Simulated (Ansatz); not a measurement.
A relaxation computed with Ansatz, from input to last step.

```yaml
crystal:
  lattice:
    - [1.8701880777, 1.0797535901, 4.1986928452]
    - [-1.8701880777, 1.0797535901, 4.1986928452]
    - [0.0, -2.1595071802, 4.1986928452]
  atoms:
    - { symbol: O, position: [0.0475701695, 0.0475701695, 0.0475701695], spin: 0.61 }
    - { symbol: O, position: [0.9524298305, 0.9524298305, 0.9524298305], spin: 0.61 }
basis:
  ecutwfc: 420
kpoints:
  mp_grid: { grid: [12, 12, 12] }
hamiltonian:
  xc: pbesol
scf:
  occupations: { method: gaussian, width: 0.02 }
output:
  forces: true
  stress: true
  eigenvalues: true
  populations: true
magnetization:
  spin_polarized: true
relax:
  adjacent_minimum: "off"
  f_tol: 0.01
  max_steps: 30
  cell: { stress_tol: 0.1, fix: [volume] }
```

```bash
ansatz run input.yaml --threads 1 --pin off --max-ram 2560MiB --backend cpu --events-out ev --progress --plain --runs-dir out
```

Method: DFT PBEsol, scalar-relativistic, plane waves, PAW (Ansatz 0.2.0).

The volume is held at 0.97 times that of the relaxed cell.

Of 4 frames 4 are shown, positions in Å and forces in eV/Å; the SCF threshold varies from step to step. Steps run on the plane waves of an earlier cell, with a Pulay correction in the pressure. The basis is chosen afresh for the last frame, the zero of the energies, and at times for earlier ones too; energy and pressure step there, also at an unchanged geometry.

```xyz
2
Lattice="1.8702 1.0798 4.1987 -1.8702 1.0798 4.1987 0.0000 -2.1595 4.1987" Properties=species:S:1:pos:R:3:forces:R:3 pbc="T T T" step=1 free_energy_over_end_meV_per_atom=2.72 pressure_GPa=1.20
O     0.0000    0.0000    0.5992    0.0000    0.0000    0.9244
O     0.0000    0.0000   11.9969    0.0000    0.0000   -0.9244
2
Lattice="1.8684 1.0787 4.2067 -1.8684 1.0787 4.2067 0.0000 -2.1574 4.2067" Properties=species:S:1:pos:R:3:forces:R:3 pbc="T T T" step=2 free_energy_over_end_meV_per_atom=0.11 pressure_GPa=0.35
O     0.0000    0.0000    0.6036    0.0000    0.0000    0.2472
O     0.0000    0.0000   12.0165    0.0000    0.0000   -0.2472
2
Lattice="1.8662 1.0775 4.2166 -1.8662 1.0775 4.2166 0.0000 -2.1549 4.2166" Properties=species:S:1:pos:R:3:forces:R:3 pbc="T T T" step=3 free_energy_over_end_meV_per_atom=-0.14 pressure_GPa=0.05
O     0.0000    0.0000    0.6053    0.0000    0.0000    0.0021
O     0.0000    0.0000   12.0444    0.0000    0.0000   -0.0021
2
Lattice="1.8662 1.0775 4.2166 -1.8662 1.0775 4.2166 0.0000 -2.1549 4.2166" Properties=species:S:1:pos:R:3:forces:R:3 pbc="T T T" step=4 free_energy_over_end_meV_per_atom=0.00 pressure_GPa=0.04
O     0.0000    0.0000    0.6053    0.0000    0.0000    0.0022
O     0.0000    0.0000   12.0444    0.0000    0.0000   -0.0022
```

The run took 98 s on 1 thread of AMD EPYC (Zen 3), on a shared host, peak memory 0.5 GiB.

The cell holds molecules, and where no dispersion correction was added their binding is poorly described.